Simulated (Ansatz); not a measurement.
# Calculated 87Sr NMR of the central transition for Sr₄SnN₄

Cell: a computed structure from the Materials Project (it need not be an observed phase), atoms as given.

```cif
data_Sr4SnN4
_symmetry_space_group_name_H-M 'P-1'
_symmetry_Int_Tables_number 2
_cell_length_a 6.4723
_cell_length_b 6.5340
_cell_length_c 9.6390
_cell_angle_alpha 71.381
_cell_angle_beta 79.421
_cell_angle_gamma 67.900
loop_
_atom_site_label
_atom_site_type_symbol
_atom_site_symmetry_multiplicity
_atom_site_Wyckoff_symbol
_atom_site_fract_x
_atom_site_fract_y
_atom_site_fract_z
Sr1 Sr 2 i 0.7706 0.5772 0.1761
Sr3 Sr 2 i 0.7416 0.2302 0.9813
Sr5 Sr 2 i 0.7290 0.4884 0.5695
Sr7 Sr 2 i 0.2322 0.9567 0.6062
Sn Sn 2 i 0.7151 0.8483 0.7567
N11 N 2 i 0.9797 0.7002 0.6085
N13 N 2 i 0.8923 0.8327 0.9262
N15 N 2 i 0.5137 0.6299 0.8057
N17 N 2 i 0.4935 0.8208 0.3671
```

One atom of each set is listed.

Computed with Ansatz: DFT, PBE, plane waves and PAW, scalar-relativistic, 420 eV cutoff, Γ-centred 5×5×3 k-points, Fermi–Dirac smearing 0.02 eV.

87Sr has I = 9/2 and Q = 305.0 mb (Pyykkö 2018); at 21.1 T its Larmor frequency is ν₀ = 39.1 MHz. Only the quadrupole interaction is simulated: positions count from each site's isotropic chemical shift, and shift anisotropy, dipolar and J coupling are left out.

(1) Simulate the second-order pattern (static powder, Gaussian broadening 100 kHz) of site Sr5 (5 N at 2.54–2.76 Å).

Answers

(1) The calculation gives C_Q = 84.5 MHz and η = 0.29, so ν_Q = 3.52 MHz and the centre of gravity lies at -6689 ppm (-261 kHz).

offset (kHz), height and a bar:
```
  -1195.4          1 
  -1135.1          9 ##
  -1074.7         33 ##########
  -1014.3         49 ###############
   -954.0         54 ################
   -893.6         58 #################
   -833.2         62 ##################
   -772.9         67 ####################
   -712.5         76 #######################
   -652.1         92 ############################
   -591.8        100 ##############################
   -531.4         87 ##########################
   -471.0         74 ######################
   -410.7         68 ####################
   -350.3         64 ###################
   -289.9         61 ##################
   -229.6         60 ##################
   -169.2         59 ##################
   -108.8         58 #################
    -48.5         58 #################
     11.9         53 ################
     72.3         49 ###############
    132.6         50 ###############
    193.0         55 ################
    253.4         63 ###################
    313.7         79 ########################
    374.1         96 #############################
    434.5         80 ########################
    494.9         56 #################
    555.2         33 ##########
    615.6          9 ##
    676.0          1
```

Without spin–orbit coupling (the program notes it for Sr) the gradients can shift somewhat, as the gap is small.

The run took 1.7 min of wall time (1.7 min of CPU time) and 1.1 GiB at its peak, on 1 thread of Arm Neoverse V2 (aarch64; 8 cores open to the job, memory cap 2.5 GiB, no GPU), a shared host with a load of 0.9 a core.
